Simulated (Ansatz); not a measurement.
Starting cell, Al2Cu (Al2Cu type, space group I4/mcm):

```
CELL_PARAMETERS angstrom
     -3.02975     3.02975     2.43725
      3.02975    -3.02975     2.43725
      3.02975     3.02975    -2.43725
ATOMIC_POSITIONS crystal
  Al 0.15828 0.65828 0.81655
  Al 0.34172 0.15828 0.50000
  Al 0.65828 0.84172 0.50000
  Al 0.84172 0.34172 0.18345
  Cu 0.75000 0.75000 0.00000
  Cu 0.25000 0.25000 0.00000
```

Two-dimensional scan of atom 2 (Al, nearest neighbour Cu at 2.587 Å; its periodic images, 4.9 Å or more away, move with it): u runs along (1.000, 0.000, 0.000), v along (0.000, 1.000, 0.000) (Cartesian). Cell and other atoms are fixed.

Level of theory: PBE (plane waves to 420 eV, PAW, scalar-relativistic; Ansatz, a program for electronic structure). k mesh 10×10×10 (Γ-centred), Fermi-Dirac smearing 0.05 eV. Stress and pressure are positive under compression. Points where atoms come too close for the PAW data are left out (x in tables, blank in figures). With partly filled bands, energies and forces of such displacements shift with the k mesh and the smearing. Al2Cu is run without spin polarisation. Al2Cu was relaxed with its symmetry unable to fall. The last digit holds for this mesh only.

Changes of P (GPa) from the point u = 0.000 Å, v = 0.000 Å when one coordinate moves alone (two changes are said to add if the coupling is within 5 % of the smaller one, nearly so within 20 %):

```csv
point,change
"u = 0.000 Å, v = -0.650 Å",7.91
"u = 0.000 Å, v = -0.325 Å",1.92
"u = -0.650 Å, v = 0.000 Å",5.23
"u = -0.325 Å, v = 0.000 Å",1.27
"u = 0.325 Å, v = 0.000 Å",1.92
"u = 0.650 Å, v = 0.000 Å",7.91
"u = 0.000 Å, v = 0.325 Å",1.27
"u = 0.000 Å, v = 0.650 Å",5.23
```

**Question.** What is the change at u = -0.650 Å, v = 0.325 Å, where both move, and how far is it from the sum?

**Answer.** The sum of the single changes is 5.23 + (1.27) = 6.50; the calculation gives 7.97, so the coupling contributes 1.47 (over 20 % of the smaller single change, not additive).

**Question.** What is the change at u = -0.325 Å, v = -0.650 Å, where both move, and how far is it from the sum?

**Answer.** The sum of the single changes is 1.27 + (7.91) = 9.18; the calculation gives 12.18, so the coupling contributes 3.00 (over 20 % of the smaller single change, not additive).

**Question.** Do the two effects add at u = -0.325 Å, v = 0.325 Å? Give the computed change.

**Answer.** The sum of the single changes is 1.27 + (1.27) = 2.54; the calculation gives 2.81, so the coupling contributes 0.27 (over 20 % of the smaller single change, not additive).

(For displaced atoms, the force is minus the slope of the energy, and its curvature is a force constant, which sets phonon frequencies.)
